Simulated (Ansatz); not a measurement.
A run on Nb (hcp type): DFT, LDA, norm-conserving pseudopotentials, Ansatz's default files, scalar-relativistic (Ansatz 0.2.0).

Command: `ansatz run input.yaml --threads 1 --pin off --max-ram 2048MiB --backend cpu --events-out ev --progress --plain --runs-dir out`

```yaml
crystal:
  lattice:
    - [2.9563926124, 0.0, 0.0]
    - [-1.4781963062, 2.5603111058, 0.0]
    - [0.0, 0.0, 4.789356032]
  atoms:
    - { symbol: Nb, position: [0.3333333333, 0.6666666667, 0.25] }
    - { symbol: Nb, position: [0.6666666667, 0.3333333333, 0.75] }
kpoints:
  mp_grid: { grid: [12, 12, 6] }
scf:
  occupations: { method: fermi_dirac, width: 0.05 }
hamiltonian:
  xc: lda
  pseudopotentials: { kind: nc }
output:
  forces: true
  stress: true
  eigenvalues: true
  efg: { contact_densities: true }
  populations: true
```

How does the run end?

It is refused before any iteration. The log ends:
```
Error: output.efg without hamiltonian.pseudopotentials.kind: paw|paw_fr|all_electron or hamiltonian.pseudopotentials.kind: all_electron — the all-electron EFG reconstruction needs the PAW one-centre densities; drop the efg request, or set kind: paw (paw_fr under spin-orbit coupling) (under a functional that reads the kinetic-energy density, kind: paw is refused in some combinations and carries risks of its own in the rest: see hamiltonian.xc for the refusals and hamiltonian.pseudopotentials.kind for the risks, both in the input reference; kind: paw is refused beside gw.static_remainder)
```
